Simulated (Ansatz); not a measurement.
Below is a relaxed structure of In2S. The cell was found from a structure generator's guess, not taken from experiment.

Theory: DFT PBE, scalar-relativistic, plane waves, PAW (Ansatz). Cutoff 420 eV, Γ-centred mesh, Gaussian smearing, no spin polarisation.

```yaml
crystal:
  lattice:
    - [3.94543, 0.00000, 0.00000]
    - [0.00000, 3.94543, 0.00000]
    - [0.00000, 0.00000, 5.44247]
  atoms:
    - { symbol: In, position: [0.50000, 0.00000, 0.66187] }
    - { symbol: In, position: [0.00000, 0.50000, 0.33813] }
    - { symbol: S, position: [0.00000, 0.00000, 0.00000] }
```

The zero of energy is the elements' standard structures at the same level; no fitted shifts are applied.

Problem. Find its symmetry and describe it.

Solution. P-4m2 (No. 115). Conventional cell: a = 3.945 Å, c = 5.442 Å. Around In lie 2 S at 2.70 Å; around S lie 4 In at 2.70 Å.

Problem. How far does it lie from the elements in energy?

Solution. −0.28 eV/atom. A negative formation energy is needed for stability but isn't enough: competing phases decide.

Problem. Is it a metal?

Solution. Yes, bands cross the Fermi level on the 12×12×8 mesh.

The last run used a 12×12×8 mesh (in the run's order of axes) for its 3-atom cell and Gaussian smearing of 0.10 eV. The reference form of S is held partly by dispersion forces, which this level lacks. A later test with randomly moved atoms came back to the same energy, though modes that don't fit the test's cell weren't probed.
